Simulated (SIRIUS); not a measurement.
Set-up for a self-consistent single point of AlCr₂C (P6_3/mmc, 8 atoms in the cell; from Materials Project mp-9956, changed as shown).

```
AlCr2C
1.0
    2.76860     0.00000     0.00000
   -1.38430     2.39768     0.00000
    0.00000     0.00000    12.34934
Al Cr C
2 4 2
Direct
  0.66667   0.33333   0.25000
  0.33333   0.66667   0.75000
  0.33333   0.66667   0.41494
  0.66667   0.33333   0.58506
  0.66667   0.33333   0.91494
  0.33333   0.66667   0.08506
  0.00000   0.00000   0.50000
  0.00000   0.00000   0.00000
```

Computed with PBE, PseudoDojo 0.5 standard norm-conserving PBE (tails mended) pseudopotentials (plane waves; SIRIUS).

SIRIUS settings:

- parameters.ngridk: 12 12 2
- parameters.xc_functionals: [XC_GGA_X_PBE, XC_GGA_C_PBE]
- parameters.gk_cutoff: 9.695 1/bohr
- parameters.pw_cutoff: 19.391 1/bohr
- parameters.smearing: fermi_dirac
- parameters.smearing_width: 0.00499791 Ha
- potentials: PseudoDojo 0.5 standard norm-conserving PBE (tails mended) pseudopotentials
- parameters.electronic_structure_method: pseudopotential
- parameters.num_bands: 42
- parameters.num_mag_dims: 0
- parameters.num_dft_iter: 100
- parameters.energy_tol: 1e-07 Ha
- parameters.density_tol: 1e-06
- mixer.type: anderson
- mixer.beta: 0.7
- mixer.use_hartree: true

Results:

| Item | Result |
|---|---|
| Number of valence electrons | 70 |
| Number of bands | 42 |
| Number of k-points after the program's reduction | 38 |
| Number of plane waves (most at a k-point) | 8550 |
| Number of SCF iterations | 19 |
| FFT grid | 36 × 36 × 150 |
| Free energy E − TS | -10142.6944 eV |
| Fermi level (on the code's own zero) | 16.38 eV |
| Pressure | 20.99 GPa |
| Largest force (vector length) | 0.758 eV/Å |

Forces (eV/Å):
```
atom     Fx     Fy      Fz
----  -----  -----  ------
Al1   0.000  0.000   0.000
Al2   0.000  0.000   0.000
Cr3   0.000  0.000  -0.758
Cr4   0.000  0.000   0.758
Cr5   0.000  0.000  -0.758
Cr6   0.000  0.000   0.758
C7    0.000  0.000   0.000
C8    0.000  0.000   0.000
```

Stress (GPa, positive for compression):
```
20.25   0.00   0.00
 0.00  20.25   0.00
 0.00   0.00  22.47
```

For comparison: a first run was changed to give this one (lattice scaled by 0.98), and from it to this one the free energy rises by 49.1 meV/atom, the pressure goes from 4.35 to 20.99 GPa and the largest force goes from 0.020 to 0.758 eV/Å.

The run has no spin polarisation, so moments on Cr cannot form. The structure comes from a collection of computed structures, made at another level of theory; the collection holds predicted forms beside known ones. No clean gap shows at this smearing width and mesh (spacing up to 0.25 Å⁻¹); the mesh is coarse for partly filled bands, so the values carry mesh errors. At this pressure the cell is far from its equilibrium volume at this level.

Cost on one core: around 10 core-minutes (rough).

“Tails mended”: in these copies of the files the far tail of each local potential was reset to the Coulomb form.
